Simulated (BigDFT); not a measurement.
BigDFT run on the molecule C6H9FO: self-consistent single point.

Level of theory: PBEsol, Daubechies wavelet basis, HGH (Krack) norm-conserving potentials made for PBE, isolated boundary conditions run with BigDFT.

SMILES: CC/C=C1\OC[C@H]1F
```xyz
17

C      2.2210     0.7853     0.0322
C      1.7866    -0.4323    -0.7712
C      0.3412    -0.8319    -0.6772
C     -0.6445    -0.2535     0.0273
O     -0.6867     0.7623     0.8106
C     -2.1226     0.6568     0.9599
C     -2.1277    -0.6331     0.1515
F     -2.9024    -0.6451    -0.9591
H      1.6797     1.6839    -0.2812
H      3.2894     0.9715    -0.1196
H      2.0594     0.6341     1.1045
H      2.0192    -0.2527    -1.8278
H      2.3948    -1.2898    -0.4589
H      0.0692    -1.7032    -1.2693
H     -2.6416     1.5048     0.5001
H     -2.4212     0.5629     2.0089
H     -2.3138    -1.5198     0.7694
```

Reference input (self-consistent single point, DFT, PBE, Daubechies wavelet basis, HGH (Krack) norm-conserving potentials made for PBE, isolated boundary conditions): basis = Daubechies wavelets; dft.hgrids = 0.324 bohr; dft.rmult = 5 8; dft.ixc = 11; potentials = built-in HGH-K PBE; boundary_conditions = free; dft.gnrm_cv = 1e-05; dft.itermax = 80; dft.idsx = 6; dft.nrepmax = 3. This run's input differs from it in these lines:

```diff
@@ -4,3 +4,3 @@
   rmult: [5, 8]
-  ixc: 11
+  ixc: -116133
   gnrm_cv: 1e-05
@@ -9,2 +9,6 @@
   nrepmax: 3
+psppar.C: {Pseudopotential XC: 11}
+psppar.O: {Pseudopotential XC: 11}
+psppar.F: {Pseudopotential XC: 11}
+psppar.H: {Pseudopotential XC: 11}
 posinp:
```

The program printed (abridged):

```
  #------------------------------------------------------------------- Self-Consistent Cycle
 Ground State Optimization:
 - Hamiltonian Optimization: &itrp001
   - Subspace Optimization: &itrep001-01
       Wavefunctions Iterations:
 iter:  1, EKS: -7.87183065500545780E+01, gnrm:  2.22E-01, D: -8.33E-01,
 iter:  2, EKS: -7.92776011436640857E+01, gnrm:  8.63E-02, D: -5.59E-01,
 iter:  3, EKS: -7.93634975145459407E+01, gnrm:  4.13E-02, D: -8.59E-02,
 iter:  4, EKS: -7.93880764113873170E+01, gnrm:  1.85E-02, D: -2.46E-02,
 iter:  5, EKS: -7.93923209959462781E+01, gnrm:  9.72E-03, D: -4.24E-03,
   [... lines left out ...]
 iter:  12, EKS: -7.93946815626084259E+01, gnrm:  1.62E-04, D: -2.45E-06,
 iter:  13, EKS: -7.93946821798122500E+01, gnrm:  1.02E-04, D: -6.17E-07,
 iter:  14, EKS: -7.93946824262035022E+01, gnrm:  6.42E-05, D: -2.46E-07,
 iter:  15, EKS: -7.93946825131990863E+01, gnrm:  3.88E-05, D: -8.70E-08,
 iter:  16, EKS: -7.93946825448699371E+01, gnrm:  2.36E-05, D: -3.17E-08,
 iter:  17, EKS: -7.93946825573318336E+01, gnrm:  1.48E-05, D: -1.25E-08,
 iter:  18, EKS: -7.93946825627711092E+01, gnrm:  9.06E-06, D: -5.44E-09,
       -  &FINAL001  { #---------------------------------------------------------- iter: 19
 iter:  19, EKS: -7.93946825646720100E+01, gnrm:  9.06E-06, D: -1.90E-09,  #FINAL
        #Eigenvalues and New Occupation Numbers
       Orbitals: [
   [... 20 lines left out ...]
 Last Iteration                        : *FINAL001
  #---------------------------------------------------------------------- Forces Calculation
 Total electronic charge               :  45.999999297323
 Electric Dipole Moment (AU):
   P vector                            :  [ -2.083797E-01, -3.315461E-02,  5.116042E-01 ]
   norm(P)                             :  5.53407830E-01
 Electric Dipole Moment (Debye):
   P vector                            :  [ -5.296484E-01, -8.427060E-02,  1.300368E+00 ]
   norm(P)                             :  1.40662227E+00
  #-------------------------------- Warnings obtained during the run, check their relevance!
 WARNINGS:
   [... lines left out ...]
 BigDFT infocode                       :  0
   [... lines left out ...]
 -  {H: [-6.048849981411E-03, -3.881884294513E-03, -7.876283486700E-04]} # 0014
 -  {H: [-1.513752171662E-03,  3.644612709876E-03, -3.450006848150E-03]} # 0015
 -  {H: [ 6.017512222228E-04,  1.514413902992E-03,  7.053381986916E-03]} # 0016
 -  {H: [-3.526735400167E-03, -6.361628716857E-03, -1.147012426152E-03]} # 0017
 Energy (Hartree)                      : -7.93946825646720100E+01
 Force Norm (Hartree/Bohr)             :  1.52101845525435736E-01
```

The run converged in 19 iterations. Against the reference run the largest force goes from 5.907 to 5.764 eV/Å.

The grid can part forces that symmetry would make equal. Forces above 1 eV/Å remain at this geometry. The potentials were made for another functional than the one used. The geometry comes from a cheaper method or was typed, in some cases with atoms then moved at random; it is not relaxed at this level, and the species need not be a known compound.

Cost on one core: roughly 5 core-minutes.
